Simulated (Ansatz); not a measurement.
CoSi2:
```cif
data_CoSi2
_chemical_formula_sum 'Co1 Si2'
_space_group_name_H-M_alt 'P 1'
_space_group_IT_number 1
_cell_length_a 3.75659
_cell_length_b 3.75659
_cell_length_c 3.75659
_cell_angle_alpha 60.000
_cell_angle_beta 60.000
_cell_angle_gamma 60.000
loop_
_space_group_symop_operation_xyz
  'x, y, z'
loop_
_atom_site_label
_atom_site_type_symbol
_atom_site_fract_x
_atom_site_fract_y
_atom_site_fract_z
_atom_site_occupancy
Co1 Co 0.00000 0.00000 0.00000 1
Si1 Si 0.75000 0.75000 0.75000 1
Si2 Si 0.25000 0.25000 0.25000 1
```

Relaxed with PBEsol.

Question: Decompose the optical modes at the zone centre into irreducible representations, and say which are infrared and Raman allowed.

Answer: Point group m-3m: Γ_opt = T1u + T2g. Infrared: T1u. Raman: T2g.

Question: Assign frequencies (DFPT, DFT-PBEsol in the program Ansatz with PAW potentials).

Answer: T2g 336, T1u 343 cm⁻¹.

Space group Fm-3m (fluorite or antifluorite type). Symmetry was held in the PBEsol relaxation. No spin polarisation was allowed. As this level gives no gap, phonon frequencies hold no LO–TO term and depend on the k-mesh and smearing (Fermi–Dirac, 0.1 eV here).

Potentials: the earlier of the program's two PAW sets. The files were generated under PBE; for other functionals the program regenerates the frozen cores, and for LDA and PBEsol the local potential too.
